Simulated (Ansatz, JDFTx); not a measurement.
PbF2: programs and potentials compared

```xyz
3
Lattice="0.0000 2.9637 2.9637 2.9637 0.0000 2.9637 2.9637 2.9637 0.0000" Properties=species:S:1:pos:R:3 pbc="T T T"
Pb    0.0000    0.0000    0.0000
F     4.4455    4.4455    4.4455
F     1.4818    1.4818    1.4818
```

Alike in all runs: task single point; functional PBEsol; k mesh 8 × 8 × 8; occupations fermi-dirac, width 0.05 eV; no spin polarisation; no spin-orbit coupling. Pressure is positive in compression and, in plane waves, holds the error of the finite cutoff, which Ansatz's Pulay term estimates and takes out.

```csv
program and potentials,plane-wave cutoff (eV),notes,band gap (eV),pressure (GPa)
"Ansatz, Ansatz PAW (files of its older set among them)",1050,"potentials made for PBE, which Ansatz adapts in part; 12 valence electrons an atom on average",4.31,-1.06
"Ansatz, PseudoDojo standard (PBEsol files)",1143,9.33 valence electrons an atom on average,4.32,-1.26
"Ansatz, PseudoDojo stringent (PBEsol files)",1197,12 valence electrons an atom on average,?,?
"JDFTx, PseudoDojo-SR-PBEsol-0.4.1-standard with smoothed tails",1143,9.33 valence electrons an atom on average,4.32,-1.04
"Ansatz, JTH PAW",1800,potentials made for PBE; 9.33 valence electrons an atom on average,4.31,-1.02
```

Problem. Estimate from the other rows what the run with Ansatz, PseudoDojo stringent (PBEsol files) gave.

Solution. Band gap 4.33 eV; pressure -1.26 GPa. The other rows, which needn't bracket it: band gap 4.31 to 4.32; pressure -1.26 to -1.02.
